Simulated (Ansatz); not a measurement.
Ti4HS8 in space group P3m1 (No. 156; Pearson symbol hP13) under volume change, r²SCAN+D4 in the plane-wave PAW code Ansatz, shape and atoms relaxed at each volume.

```csv
V (Å³/atom),E − E(relaxed) (meV/atom),P (GPa)
17.375,7.6,2.45
17.930,1.7,1.04
18.484,0.0,0.00
19.039,1.3,-0.72
19.593,4.7,-1.18
```

Task: What does a third-order Birch–Murnaghan fit give for V₀, B₀ and B′?

Result: V₀ = 18.49 Å³/atom, B₀ = 28.6 GPa, B′ = 11.0.

The start of the workflow was typed in or built on a structure type; neither database checked (COD, Materials Project) lists it. Its standing as an ambient phase is unchecked. The r²SCAN+D4 relaxation kept the symmetry of its start; whether a distortion lowers the energy is not shown. The workflow began spin-polarised and lost its moments.

Potentials: the earlier of the program's two PAW sets. The files were generated under PBE; for other functionals the program regenerates the frozen cores, and for LDA and PBEsol the local potential too.
